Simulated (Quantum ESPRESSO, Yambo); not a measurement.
Ba$_{2}$SrWO$_{6}$ (space group C2/m, No. 12): one geometry, one set of norm-conserving PBEsol (Quantum ESPRESSO, 84 Ry, no spin-orbit coupling) orbitals, self-energies from Yambo (2×2×2 Γ-centred k mesh, bands 2 to 314 and a 8 Ry block in the screening, 314 bands in G with the Bruneval-Gonze terminator, plasmon pole fitted at 27.2 eV).

```
level                                                        gap (0, 0, -0.5) → (-0.5, -0.5, 0) (eV)  direct gap at (-0.5, -0.5, 0) (eV)
-----------------------------------------------------------  ---------------------------------------  ----------------------------------
PBEsol (Quantum ESPRESSO)                                                                       2.73                                2.86
exchange only (Hartree-Fock self-energy on PBEsol orbitals)                                      [?]                                 [?]
static COHSEX@PBEsol                                                                            5.05                                5.18
G0W0@PBEsol, plasmon pole                                                                        [?]                                 [?]
```

**Question.** Complete the blanks.

**Answer.** 
- exchange only (Hartree-Fock self-energy on PBEsol orbitals), gap (0, 0, -0.5) → (-0.5, -0.5, 0) (eV): 13.13
- exchange only (Hartree-Fock self-energy on PBEsol orbitals), direct gap at (-0.5, -0.5, 0) (eV): 13.24
- G0W0@PBEsol, plasmon pole, gap (0, 0, -0.5) → (-0.5, -0.5, 0) (eV): 4.38
- G0W0@PBEsol, plasmon pole, direct gap at (-0.5, -0.5, 0) (eV): 4.50

Bare exchange has no screening and gives the widest gap; static COHSEX screens it but leaves out the frequency dependence, which G0W0 restores.

Nearest settings tried, and what they do to the gap: 204 bands in W, 204 bands in G: +41 meV; 7 Ry block (335 vectors against 423): -2 meV. Not varied: mesh. So the settings aren't converged at that level. The k mesh is coarse.

Geometry of the Materials Project entry, not relaxed at this level; primitive cell a = b = 6.1155 Å, c = 6.2143 Å, α = β = 119.69°, γ = 60.09°.

The structure is a Materials Project entry; no match was found in the copy of COD used, and its stability was not checked.
